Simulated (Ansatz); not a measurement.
BaZrO$_{3}$ (cubic perovskite, Pm-3m), PBEsol in the plane-wave PAW code Ansatz: ε∞ = 4.93, cell volume 73.07 Å³. Infrared-active transverse modes:

```json
[
 {"ω_TO (cm⁻¹)": "88.2", "oscillator strength S_xx (e²/amu)": "0.5697"},
 {"ω_TO (cm⁻¹)": "189.1", "oscillator strength S_xx (e²/amu)": "0.9677"},
 {"ω_TO (cm⁻¹)": "502.2", "oscillator strength S_xx (e²/amu)": "0.8878"}
]
```

Compute the static dielectric constant.

Each mode adds (4.921e7/V) S/ω²: 49.27, 18.23, 2.37. So ε0 = 74.8.

The cell was relaxed with PBEsol under the symmetry of its start; of distortions, only those at the zone centre were tested. No spin polarisation was allowed. Scalar-relativistic: spin–orbit coupling is off unless named, which matters more the heavier the elements.

Potentials: the later of the program's two PAW sets.
